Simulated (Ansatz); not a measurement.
Notes on MgO

```xyz
2
Lattice="0.0000 2.2229 2.2229 2.2229 0.0000 2.2229 2.2229 2.2229 0.0000" Properties=species:S:1:pos:R:3 pbc="T T T"
Mg    0.0000    0.0000    0.0000
O     2.2229    2.2229    2.2229
```

Method: r2SCAN, no spin polarisation; PAW, plane waves to 500 eV, 10×10×10 Γ-centred mesh, methfessel-paxton occupations (width 0.0448 eV) (Ansatz 0.2.0), atoms fixed.

Formation energy: -2.85 eV an atom against the elements' usual phases (free molecules for gases, crystals otherwise, with no correction for O₂ or N₂), so it is bound against them; other compounds may still compete. Relaxing would lower it.
Contacts: Mg–O at 2.22 Å: least valence density 0.20 e/Å³ and ELF 0.05 there, a closed-shell (ionic or weak) contact. Both are smooth PAW fields, read partly inside the augmentation spheres.
Charges: Bader charges in e: Mg +1.75, O -1.75. In the mean Mg gives up most and O takes most.
Electronic structure: The gap is 4.15 eV, direct at the points sampled. A semilocal functional usually gives too small a gap.
Stress: The pressure is -19.9 GPa (compression positive), so with the atoms held at these fractions the cell would first shrink.

Origin: a database entry at a rescaled volume. Caveats: atoms or cell far from equilibrium.
